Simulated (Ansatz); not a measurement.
SrTiO: computed properties

Method: Ansatz 0.2.0, DFT PBE, scalar-relativistic, plane waves, PAW.

Cutoff 420 eV; k points 18×18×8 on the computed 3-atom cell (Γ-centred); Gaussian smearing, width 0.10 eV; no spin polarisation.

The structure is relaxed at this level of theory with its symmetry kept, and needn't be the ground state of this composition.

```
Sr Ti O
1.0
     3.45408    0.00000    0.00000
    -1.72704    2.99132    0.00000
     0.00000    0.00000    6.28045
Sr Ti O
1 1 1
Cartesian
  0.0000 0.0000 0.0000
  0.0000 1.9942 3.1402
  1.7270 0.9971 3.1402
```

(1) Formation energy from the elements' standard states (uncorrected)?

(2) Kohn–Sham band gap?

(3) Density of states at the Fermi level?

(4) Orbital (Löwdin) character within 0.5 eV of the Fermi level?

(5) Bader charge by site (e)?

A magnetic start lost its moments in a first run, so spin was left out; other magnetic orders weren't tried.

Answers

(1) -1.114 eV/atom.

(2) none (metal).

(3) 2.8 states/eV per cell.

(4) Ti 3d 59 %, Sr 5s 10 %, unprojected 23 %.

(5) Sr (1 in the cell) 0.61, Ti (1 in the cell) 0.89, O (1 in the cell) -1.50.

Another cell of SrTiO relaxed alike, in P4/mmm, lies 0.37 eV/atom lower, so this cell isn't the stable form at this level.

The cell was found from a structure generator's guess, not taken from experiment. Löwdin shares on free-atom orbitals overweight diffuse shells.
